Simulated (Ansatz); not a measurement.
Relaxed-ion elastic tensor of Bi in space group P4/nmm (No. 129; Bi on 2c) in GPa (Voigt order), the program Ansatz at the r²SCAN level (PAW); density 10.09 g/cm³, 34.39 Å³ per atom.

```
80.7  64.6  11.6   0.0   0.0   0.0
64.6  80.7  11.6   0.0   0.0   0.0
11.6  11.6   124   0.0   0.0   0.0
 0.0   0.0   0.0   8.7   0.0   0.0
 0.0   0.0   0.0   0.0   8.7   0.0
 0.0   0.0   0.0   0.0   0.0  58.9
```

Problem. Is the crystal mechanically stable?

Solution. Yes: the smallest eigenvalue of C is 8.7 GPa.

Problem. Work out the Voigt, Reuss and Hill averages.

Solution. K_V = 51.2, K_R = 51.1, K_H = 51.2; G_V = 28.4, G_R = 12.9, G_H = 20.6 GPa.

Problem. Give Young's modulus, Poisson's ratio, Pugh's ratio and the universal anisotropy index.

Solution. E = 9KG/(3K + G) = 54.6 GPa; ν = 0.32; K/G = 2.48 (ductile by the Pugh limit of 1.75); A_U = 5G_V/G_R + K_V/K_R − 6 = 6.04.

Problem. Estimate the sound speeds and the Debye temperature.

Solution. v_l = √((K + 4G/3)/ρ) = 2790 m/s, v_t = √(G/ρ) = 1430 m/s, mean 1600 m/s; Θ = (h/k)(3n/4πV)^(1/3) v_m = 147 K.

Problem. How much does each axis shrink under pressure?

Solution. Linear compressibilities β_i = Σ_j S_ij (j = 1 to 3): x 6.3, y 6.3, z 6.9 per TPa.

The first step of the workflow began from a Materials Project structure, measured or hypothetical; the Crystallography Open Database copy checked does not list it. It is not the phase usual at ambient conditions (space group No. 166). The cell was relaxed with r²SCAN under the symmetry of its start; of distortions, only those at the zone centre were tested. As this level gives no gap, shear constants depend on the k-mesh and smearing (Fermi–Dirac, 0.1 eV here). On the denser mesh and wider smearing of the elastic run this cell carries a stress of 0.6 GPa. Spin–orbit coupling is left out wherever it is not named.

Potentials: the earlier of the program's two PAW sets.
